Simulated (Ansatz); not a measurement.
The start is a relaxed Se cell displaced along its unstable phonon at q = (½, 0, 0) of its primitive reciprocal cell (41i cm⁻¹), largest move 0.15 Å. The cell and all atomic positions are relaxed at zero pressure with r2SCAN (plane waves to 500 eV, PAW, scalar-relativistic; Ansatz, an electronic-structure program). The first steps use a coarse 13×13×13 k-mesh.

Initial structure:
```yaml
crystal:
  lattice:
    - [-3.43653, 3.43653, 3.43653]
    - [1.71826, -1.71826, 1.71826]
    - [1.71826, 1.71826, -1.71826]
  atoms:
    - { symbol: Se, position: [0.00000, 0.04365, 0.04365] }
    - { symbol: Se, position: [0.50000, 0.95635, 0.95635] }
```

```yaml
largest_initial_force: 0.18 eV/Å, on Se1, Se2 (atoms numbered as listed)
energy_released: 0.45 eV/atom
relative_to_the_parent: "It does not go back: it reaches Pm-3m (No. 221), AFLOW prototype A_cP1_221_a (A_h), 0.46 eV/atom below the parent"
Shortest distances (start → end): "The closest pairs of elements (up to four, under 3.6 Å), start → end: Se–Se 2.81 → 2.81 Å"
band_gap_at_the_end: no gap (metallic)
optimiser_moves: 15
```

Relaxed structure:

```cif
data_Se
_chemical_formula_sum 'Se1'
_space_group_name_H-M_alt 'Pm-3m'
_space_group_IT_number 221
_space_group_name_Hall '-P 4 2 3'
_cell_length_a 2.81342
_cell_length_b 2.81342
_cell_length_c 2.81342
_cell_angle_alpha 90.000
_cell_angle_beta 90.000
_cell_angle_gamma 90.000
loop_
_atom_site_label
_atom_site_type_symbol
_atom_site_symmetry_multiplicity
_atom_site_Wyckoff_symbol
_atom_site_fract_x
_atom_site_fract_y
_atom_site_fract_z
_atom_site_occupancy
Se1 Se 1 b 0.50000 0.50000 0.50000 1
```

Final values are on a 16×16×16 k-mesh of the relaxed cell. No spin polarisation in the result.

The run could not lose the symmetry of its start, so the end can be a saddle point.

The relaxed structure here is a generated cell of Se: the first start was made by placing the elements on the sites of a structure type, and the end was not matched to a known phase here, so it may be hypothetical. Known forms of Se include space group No. 152.
